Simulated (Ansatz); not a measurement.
## BaRh₂As₂: pressure against volume

BaRh₂As₂, I4/mmm, a = 4.055 Å, c = 13.015 Å. The structure is a Materials Project entry; whether it is the stable form wasn't checked. Ansatz: r2SCAN, PAW, 500 eV, Γ-centred 12×12×12 mesh on 5 atoms, Gaussian smearing 0.10 eV; no spin polarisation. Shape and atoms are relaxed at each volume; pressure is positive in compression.

| V (Å³/atom) | P (GPa) |
| --- | --- |
| 18.832 | ? |
| 19.474 | 9.55 |
| 20.116 | 5.79 |
| 20.758 | 2.63 |
| 21.400 | 0.00 |
| 22.042 | -2.22 |
| 22.684 | -4.06 |
| 23.540 | -6.01 |

Question: Take V0 = 21.400 Å³/atom, fit the third-order Birch–Murnaghan form to the other rows, and predict the missing pressure.

Answer: With the Eulerian strain f = ½[(V0/V)^(2/3) − 1] and y = P/[3f(1 + 2f)^(5/2)], the form is the line y = B0 + 1.5 B0 (B0′ − 4) f. Rows (f, y): 0.03245, 83.8; 0.02106, 82.7; 0.01026, 81.2; -0.00976, 79.6; -0.01905, 78.3; -0.03078, 76.3. Means f = 0.0006967, y = 80.317; Σ(Δf)² = 0.003004, ΣΔfΔy = 0.3413; the slope is their ratio. y = 80.24 + 113.6 f GPa, so B0 = 80.2 GPa and B0′ = 4 + 2 × (113.6)/(3 × 80.24) = 4.94. At V = 18.832, f = 0.04448, y = 85.29 and P = 14.08 GPa. The run gave 14.02 GPa, so the fit is 0.06 GPa too high, a small miss on the scale of the series.

Cost: 8 runs of about 65 core-minutes in all, on Arm Neoverse V1 (shared hosts).